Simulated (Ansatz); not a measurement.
# Two states of Rb$_{2}$IrSe$_{2}$

```
CELL_PARAMETERS angstrom
0.00000 0.00000 6.60130
7.38253 0.00000 0.00000
3.69127 6.88397 -3.30065
ATOMIC_POSITIONS crystal
Rb 0.14753 0.19177 0.29506
Rb 0.85247 0.80823 0.70494
Rb 0.35247 0.48683 0.70494
Rb 0.64753 0.51317 0.29506
Se 0.89752 0.29268 0.79504
Se 0.10248 0.70732 0.20496
Se 0.60248 0.08772 0.20496
Se 0.39752 0.91228 0.79504
Ir 0.25000 0.00000 0.00000
Ir 0.75000 0.00000 0.00000
```

The numbers come from plane-wave PAW DFT (Ansatz): PBE, with U_eff = 2.86 eV on Ir d (all-electron-ortho-atomic projectors), 420 eV, 3×3×3 (shifted by 0, 0, 0.5 steps) k points, fermi-dirac occupations (width 0.0788 eV). Nothing was relaxed.

State A: no moments (no spin polarisation). State B: Ir9 up, Ir10 down (collinear spin).

Question: Compare the two self-consistent states.

Answer: State B is lower by 69.6 meV an atom at zero smearing; in free energy at this smearing B lies -63.3 meV an atom from A.

```
state  free energy (meV/atom)  largest moment in a small sphere (μB)  net moment (μB/cell)           gap on mesh (eV)  pressure (GPa)  largest force (eV/Å)
    A                    63.3                                   0.00                  0.00  0.07 (under the smearing)            -2.4                  1.43
    B                     0.0                                   1.35                  0.00                       1.03            -0.5                  0.67
```

Origin: a known structure type with other elements, at an estimated volume, so it need not be a known compound. Caveats: no spin-orbit coupling, which can shift this gap by tenths of an eV; the k mesh is coarse if the cell is a metal.
